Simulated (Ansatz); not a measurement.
With plane-wave PAW PBEsol (Ansatz code), Be$_{12}$Mo in the tetragonal phase (I4/mmm; Mo on 2a, Be on 8f, Be on 8i, Be on 8j) relaxes to a = 7.182 Å, c = 4.181 Å. Against the elements it lies at -0.12 eV/atom, with no fitted shifts.

Electronic character: metallic (no gap). Gap from PBEsol with spin–orbit coupling: none (metallic).

An equation-of-state fit gives a bulk modulus of 144 GPa. The relaxed-ion elastic constants in GPa are C11 = 395, C12 = -1.4, C13 = 41.8, C33 = 337, C44 = 156, C66 = 132. The elastic constants imply a Debye temperature near 1140 K. The highest mode at Γ lies at 848 cm⁻¹.

The start of the workflow was typed in or built on a structure type; neither database checked (COD, Materials Project) lists it. Its standing as an ambient phase is unchecked. The cell was relaxed with PBEsol under the symmetry of its start; its stability against distortions is not shown here. No spin polarisation was allowed. As this level gives no gap, shear constants depend on the k-mesh and smearing (Fermi–Dirac, 0.1 eV here). As this level gives no gap, phonon frequencies hold no LO–TO term and depend on the k-mesh and smearing (Fermi–Dirac, 0.1 eV here). Axis ratios of metals converge slowly with the k-mesh, so a and c are less sure than the volume. The references are the lowest solids computed at this level, not always the standard phases. Spin–orbit coupling is left out wherever it is not named.

Potentials: the earlier of the program's two PAW sets. The files were generated under PBE; for other functionals the program regenerates the frozen cores, and for LDA and PBEsol the local potential too.
